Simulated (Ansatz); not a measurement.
Consider the following.

NbSi:
```yaml
crystal:
  lattice:
    - [0.00000, 2.56872, 2.56872]
    - [2.56872, 0.00000, 2.56872]
    - [2.56872, 2.56872, 0.00000]
  atoms:
    - { symbol: Si, position: [0.00000, 0.00000, 0.00000] }
    - { symbol: Nb, position: [0.50000, 0.50000, 0.50000] }
```

This is the r²SCAN-relaxed structure.

Task: All from r²SCAN (plane waves, PAW; program Ansatz), unless another level is named. Predict the electronic character.

Result: metallic (no gap).

Task: And the formation energy from the elements (no fitted shifts)?

Result: -0.24 eV/atom.

Task: Next, the density of states at the Fermi level?

Result: 0.63 states/eV per atom (mean over ±0.08 eV).

Space group Fm-3m (rock salt). A made-up cell: these elements were put on the sites of a structure type; neither database checked (COD, Materials Project) lists it. Its standing as an ambient phase is unchecked. The cell was relaxed with r²SCAN under the symmetry of its start; its stability against distortions is not shown here. The run is not spin-polarised. The references are the lowest solids computed at this level, not always the standard phases. Spin–orbit coupling is left out wherever it is not named.

Potentials: the later of the program's two PAW sets.
